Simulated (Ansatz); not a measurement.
BaN$_{2}$ in space group C2/c (No. 15; Ba on 4e, N on 8f) at seven volumes, the program Ansatz at the LDA level (PAW), shape and atoms relaxed at each. One row is withheld.

```json
[
 {"V (Å³/atom)": "15.587", "P (GPa)": "7.90"},
 {"V (Å³/atom)": "16.100", "P (GPa)": "4.79"},
 {"V (Å³/atom)": "16.614", "P (GPa)": "2.18"},
 {"V (Å³/atom)": "17.128", "P (GPa)": "0.00"},
 {"V (Å³/atom)": "17.642", "P (GPa)": "?"},
 {"V (Å³/atom)": "18.156", "P (GPa)": "-3.30"},
 {"V (Å³/atom)": "18.670", "P (GPa)": "-4.53"}
]
```

Question: Fit the shown pressures and predict the withheld one.

Answer: Third-order Birch–Murnaghan: P = (3/2)B₀(x^(7/2) − x^(5/2))[1 + (3/4)(B′ − 4)(x − 1)] with x = (V₀/V)^(2/3). Least squares on the six rows gives V₀ = 17.130 Å³/atom, B₀ = 65.71 GPa, B′ = 5.13. At V = 17.642, x = 0.9806 and P = -1.79 GPa. The run itself gave -1.81 GPa.

The workflow started from a Materials Project entry (that database holds measured and hypothetical structures alike); the Crystallography Open Database copy checked does not list it. Whether it is the stable phase at ambient conditions was not checked. The LDA relaxation kept the symmetry of its start; its stability against distortions is not shown here. Spin–orbit coupling is left out wherever it is not named.

Potentials: the later of the program's two PAW sets.
